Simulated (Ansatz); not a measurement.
CaSb2Te3:
```
CaSb2Te3
1.0
    4.72443     0.00000     0.00000
   -2.36221     4.09147     0.00000
    0.00000     0.00000     9.54011
Te Sb Ca
3 2 1
Direct
  0.33333   0.66667   0.67417
  0.00000   0.00000   0.00000
  0.66667   0.33333   0.32583
  0.66667   0.33333   0.84605
  0.33333   0.66667   0.15395
  0.00000   0.00000   0.50000
```

Relaxed with PBE+D3(BJ).

Task: Decompose the optical modes at the zone centre into irreducible representations, and say which are infrared and Raman allowed.

Result: Point group -3m: Γ_opt = 2A1g + 3A2u + 2Eg + 3Eu. Infrared: A2u, Eu. Raman: A1g, Eg.

Task: Assign frequencies (DFPT, PBE+D3(BJ) in the plane-wave PAW code Ansatz).

Result: Eu 50, Eg 52, Eg 72, A1g 75, A2u 75, A1g 97, A2u 114, Eu 117, A2u 145, Eu 146 cm⁻¹.

Space group P-3m1. A made-up cell: these elements were put on the sites of a structure type; neither database checked (COD, Materials Project) lists it. Whether it is the stable phase at ambient conditions was not checked. The PBE+D3(BJ) relaxation kept the symmetry of its start; of distortions, only those at the zone centre were tested. As this level gives no gap, phonon frequencies hold no LO–TO term and depend on the k-mesh and smearing (Fermi–Dirac, 0.1 eV here). Spin–orbit coupling is left out wherever it is not named.

Potentials: the later of the program's two PAW sets.
